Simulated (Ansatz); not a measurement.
TiNi:
```
TiNi
1.0
    4.20507     0.00000     0.00000
    0.00000     2.69328     0.00000
    0.00000     0.00000     4.58357
Ti Ni
2 2
Direct
  0.25000   0.50000   0.71577
  0.75000   0.50000   0.28423
  0.25000   0.00000   0.18153
  0.75000   0.00000   0.81847
```

This is the PBEsol-relaxed structure. x, y and z are the axes in which the lattice vectors are written.

Task: All from PBEsol (plane waves, PAW; program Ansatz), unless another level is named. Predict the bulk modulus (Birch–Murnaghan fit).

Result: 151 GPa.

Task: What about the elastic constants (relaxed ions, GPa)?

Result: C11 = 262, C22 = 182, C33 = 258, C12 = 153, C13 = 138, C23 = 118, C44 = -22.4, C55 = 62.3, C66 = 65.3.

Space group Pmma. The workflow started from a Materials Project entry (that database holds measured and hypothetical structures alike); the Crystallography Open Database copy checked does not list it. COD files the formula under space group No. 11, 147. Whether it is the stable phase at ambient conditions was not checked. The PBEsol relaxation kept the symmetry of its start. At this level the phase is mechanically unstable. No spin polarisation was allowed. As this level gives no gap, shear constants depend on the k-mesh and smearing (Fermi–Dirac, 0.1 eV here). On the denser mesh and wider smearing of the elastic run this cell carries a stress of 0.6 GPa.

Potentials: the later of the program's two PAW sets.
